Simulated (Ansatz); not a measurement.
YTaN₃ (R3c) was relaxed and computed twice in Ansatz (plane waves, PAW), once with PBE and once with r²SCAN.

```tsv
	run 1	run 2
cell	a = b = 5.6191 Å, c = 14.0354 Å, α = β = 90.00°, γ = 120.00°	a = b = 5.633 Å, c = 14.183 Å, α = β = 90.00°, γ = 120.00°
ΔH_f (eV/atom)	-1.23	-1.00
B₀ by P(V) fit (GPa)	171	159
```

Q: Which run used which functional?

A: Run 1 is r²SCAN, run 2 is PBE.

Typed or built starts, not in the databases checked: YTaN3, R3c (Y on 6a, Ta on 6a, N on 18b). All cells were relaxed under the symmetry of their starts (and spin orders); stability against distortions was not tested throughout. Rows with no word on spin ran without spin polarisation. Spin–orbit coupling is left out wherever it is not named.

Potentials: the earlier of the program's two PAW sets.

Ansatz (a quantum-chemistry and plane-wave program) is a plane-wave DFT program.

Formation energies count from the lowest solids of the elements computed at the same level, not from gases.
